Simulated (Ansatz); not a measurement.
This run works on a proposed trial structure, not on a known crystal.

Input and command of a plane-wave DFT calculation in Ansatz:

```yaml
crystal:
  lattice:
    - [-1.6358875403, 1.6358875403, 10.9813473993]
    - [1.6358875403, -1.6358875403, 10.9813473993]
    - [1.6358875403, 1.6358875403, -10.9813473993]
  atoms:
    - { symbol: Mg, position: [0.0, 0.0, 0.0] }
    - { symbol: Zr, position: [0.7989896929, 0.7989896929, 0.0] }
    - { symbol: Zr, position: [0.5963209766, 0.5963209766, 0.0] }
    - { symbol: Zr, position: [0.2010103071, 0.2010103071, 0.0] }
    - { symbol: Zr, position: [0.4036790234, 0.4036790234, 0.0] }
    - { symbol: "N", position: [0.6961686592, 0.6961686592, 0.0] }
    - { symbol: "N", position: [0.3038313408, 0.3038313408, 0.0] }
basis:
  ecutwfc: 500
kpoints:
  mp_grid: { grid: [14, 14, 14] }
hamiltonian:
  xc: r2scan
scf:
  occupations: { method: gaussian, width: 0.1 }
output:
  forces: true
  stress: true
  eigenvalues: true
```

```bash
ansatz run input.yaml --threads 1 --pin off --max-ram 2560MiB --backend cpu --events-out ev --progress --plain --runs-dir out
```

Processor: Arm Neoverse V2, 1 thread, on a host shared with other jobs.

Question: Estimate time, memory and problem size.

Answer: About 2.6 min, peak memory 1.3 GiB. It solves 41 bands at 244 k points (after reduction by symmetry) with about 2977 plane waves, in 8 SCF iterations.
